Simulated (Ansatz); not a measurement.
The relaxed structure here is a generated cell of Al: the first start was made by placing the elements on the sites of a structure type, and the end was not matched to a known phase here, so it may be hypothetical. Known forms of Al include space group No. 225.

A relaxed cell of Al (Pm-3m (No. 221)), relaxed on a k-mesh at least as fine as the one used below. Computed with r2SCAN (plane waves to 500 eV, PAW, scalar-relativistic; Ansatz, an electronic-structure program). Γ-centred k-mesh 12×6×12 on the run's cell (coarser than for final values), Fermi–Dirac smearing 0.05 eV.

```xyz
2
Lattice="2.7060 0.0000 0.0000 0.0000 5.4121 0.0000 0.0000 0.0000 2.7060" Properties=species:S:1:pos:R:3 pbc="T T T"
Al     0.0000     0.0000     0.0000
Al     0.0000     2.7060     0.0000
```

The atoms are displaced by (Å):

```json
[
 {"atom": "Al1", "ux": "0.002", "uy": "0.001", "uz": "-0.042"},
 {"atom": "Al2", "ux": "0.086", "uy": "0.115", "uz": "0.031"}
]
```

### Question
What forces (eV/Å) and pressure result?

### Answer
```tsv
atom	Fx	Fy	Fz
Al1	-0.04	0.59	-0.04
Al2	0.04	-0.59	0.04
```

Pressure +0.2 GPa.

The undisplaced cell is probably no minimum: from this displacement the run went on to Fm-3m (No. 225), 0.46 eV/atom below it.

No spin polarisation in the result.
